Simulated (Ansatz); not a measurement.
AlPt (rock salt), relaxed and computed with several functionals in Ansatz (plane waves, PAW).

```csv
functional,a (Å),ΔH_f (eV/atom),B₀ by P(V) fit (GPa)
r²SCAN,5.096,-0.62,146
PBE,5.136,-0.60,135
PBEsol,___,___,___
```

### Question
Complete the blanks.

### Answer

- PBEsol, a (Å): 5.081
- PBEsol, ΔH_f (eV/atom): -0.55
- PBEsol, B₀ by P(V) fit (GPa): 148

Typed or built starts, not in the databases checked: AlPt, rock salt. All cells were relaxed under the symmetry of their starts (and spin orders); stability against distortions was not tested throughout. Rows with no word on spin ran without spin polarisation. Scalar-relativistic: spin–orbit coupling is off unless named, which matters more the heavier the elements.

Potentials: the later of the program's two PAW sets.

Ansatz (a program for electronic structure) is a plane-wave DFT program.

Formation energies count from the lowest solids of the elements computed at the same level, not from gases.
